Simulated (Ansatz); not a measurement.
Pd (fcc, Cu type)

```
Pd
1.0
    0.00000     1.97130     1.97130
    1.97130     0.00000     1.97130
    1.97130     1.97130     0.00000
Pd
1
Direct
  0.00000   0.00000   0.00000
```

Equation-of-state scan: isotropic scaling of the cell above, V₀ being its volume. Symmetry pins the atoms to their sites.

Level of theory: PBE (plane waves to 420 eV, PAW, scalar-relativistic; Ansatz, an electronic-structure program). k mesh 20×20×20 (Γ-centred), Fermi-Dirac smearing 0.05 eV. Energies are smeared free energies. Stress and pressure are positive under compression. Pd is run without spin polarisation. Pd was relaxed with its symmetry unable to fall. The PAW data are Ansatz's earlier set. The zero of ΔE is the relaxed starting cell. The last digit holds for this mesh only.

| V (Å³/atom) | ΔE (meV/atom) |
|---|---|
| 13.789 | 101.1 |
| 14.172 | 53.6 |
| 14.555 | 22.5 |
| 14.938 | 5.3 |
| 15.321 | 0.0 |
| 15.704 | 4.8 |
| 16.087 | withheld |
| 16.470 | 38.5 |
| 16.853 | 65.1 |

Problem. Fit a third-order Birch-Murnaghan form (E₀, V₀, B₀, B₀′ free) to the given rows and predict ΔE at V = 16.087.

Solution. Least squares on the 8 given rows: ΔE = E₀ + (9V₀B₀/16)·y²·[2 + (B₀′ − 4)y], y = (V₀/V)^(2/3) − 1, with V₀ = 15.321 Å³/atom, B₀ = 167.8 GPa (160.2 GPa = 1 eV/Å³; the term in eV is multiplied by 1000), B₀′ = 5.57, E₀ = 0.02 meV/atom; root-mean-square residual 0.04 meV/atom. At 16.087 the fit gives 18.0 meV/atom; the calculation gives 18.0 meV/atom, the same to the digits shown. For the pressure the fit gives -7.1 GPa against the computed -7.2 GPa.

(Under strain, the slope of the energy per volume gives the stress and its curvature an elastic modulus.)
